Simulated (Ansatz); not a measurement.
## Coordination and Ge-73 quadrupole coupling in Li4Ge2B

Cell: a structure deposited in the COD whose atoms were relaxed with PBE, the cell held.

```xyz
7
Lattice="2.2302 1.2876 6.1066 -2.2302 1.2876 6.1066 0.0000 -2.5752 6.1066" Properties=species:S:1:pos:R:3 pbc="T T T"
Li    0.0000    0.0000    3.0055
Li    0.0000    0.0000    5.7356
Li    0.0000    0.0000    0.1096
Li    0.0000    0.0000    8.2630
Ge    0.0000    0.0000   10.8062
Ge    0.0000    0.0000   13.5974
B     0.0000    0.0000   15.7849
```

Atoms are numbered from 1 in the order listed; like atoms form one site, named after its first atom.

All values are calculated (Ansatz; DFT, PBE, plane waves and PAW, scalar-relativistic, 420 eV cutoff, Γ-centred 9×9×9 k-points, Fermi–Dirac smearing 0.05 eV), not measured.

Q(Ge-73) = -196.0 mb.

Task: Order the Ge environments from the weakest to the strongest quadrupole coupling.
A. Ge6: 1 B at 2.19 Å; also 12 Li at 2.69–3.12 Å, 1 Ge at 2.79 Å
B. Ge5: 10 Li at 2.54–3.08 Å, 1 Ge at 2.79 Å, 3 B at 2.81 Å

Result: B (11.6 MHz, η = 0.00), A (26.1 MHz, η = 0.00).

An axis of threefold or higher order runs through Ge5 and Ge6, so V_zz lies along it and η is zero.

At this cell the principal stresses reach 5 GPa in size with PBE, which can matter for small gradients. With no gap above 0.1 eV, as in a metal, the gradients converge slowly in k; expect changes of a tenth or more on a denser mesh.
